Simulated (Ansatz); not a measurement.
GaN (zinc blende)

```yaml
crystal:
  lattice:
    - [0.00000, 2.27427, 2.27427]
    - [2.27427, 0.00000, 2.27427]
    - [2.27427, 2.27427, 0.00000]
  atoms:
    - { symbol: N, position: [0.25000, 0.25000, 0.25000] }
    - { symbol: Ga, position: [0.00000, 0.00000, 0.00000] }
```

The slice is a {111} plane (indices of the conventional cell) through the point (0.250, 0.250, 0.250) (fractional), spanned by u = [100] and v = [-1 2 0] in vectors of this cell: u (3.22 Å) and v (5.57 Å, at 90° to u). It covers one period; positions are fractions (u, v).

These are PBE (plane waves to 420 eV, PAW, scalar-relativistic; Ansatz, a program for electronic structure) values and carry that method's errors. k mesh 12×12×12. Inside the PAW spheres the values are not all-electron values, and peaks at nuclei hang on which shells count as valence. GaN was relaxed with its symmetry unable to fall.

**Question.** Sketch the valence electron density on this plane as a map.

**Answer.** 
| v \ u | 0.00 | 0.14 | 0.29 | 0.43 | 0.57 | 0.71 | 0.86 |
|---|---|---|---|---|---|---|---|
| 0.92 | 0.4 | 0.2 | -0.2 | -0.3 | -0.3 | -0.2 | 0.2 |
| 0.83 | -0.3 | -0.4 | -0.4 | 0.0 | 0.0 | -0.4 | -0.4 |
| 0.75 | -1.0 | -0.9 | -0.6 | -0.2 | -0.2 | -0.6 | -0.9 |
| 0.67 | -1.3 | -1.0 | -0.6 | -0.2 | -0.2 | -0.6 | -1.0 |
| 0.58 | -1.1 | -0.8 | -0.2 | 0.3 | 0.3 | -0.2 | -0.8 |
| 0.50 | -0.7 | -0.5 | 0.1 | 0.6 | 0.6 | 0.1 | -0.5 |
| 0.42 | -0.2 | -0.3 | -0.1 | 0.3 | 0.3 | -0.1 | -0.3 |
| 0.33 | 0.1 | -0.2 | -0.4 | -0.4 | -0.4 | -0.4 | -0.2 |
| 0.25 | -0.2 | -0.4 | -0.8 | -1.0 | -1.0 | -0.8 | -0.4 |
| 0.17 | -0.2 | -0.4 | -0.8 | -1.2 | -1.2 | -0.8 | -0.4 |
| 0.08 | 0.4 | 0.1 | -0.5 | -1.0 | -1.0 | -0.5 | 0.1 |
| 0.00 | 0.5 | 0.4 | -0.3 | -0.7 | -0.7 | -0.3 | 0.4 |

Values: log₁₀ of the valence density in e/Å³. The scale is logarithmic, as a density can span decades between atoms and voids.
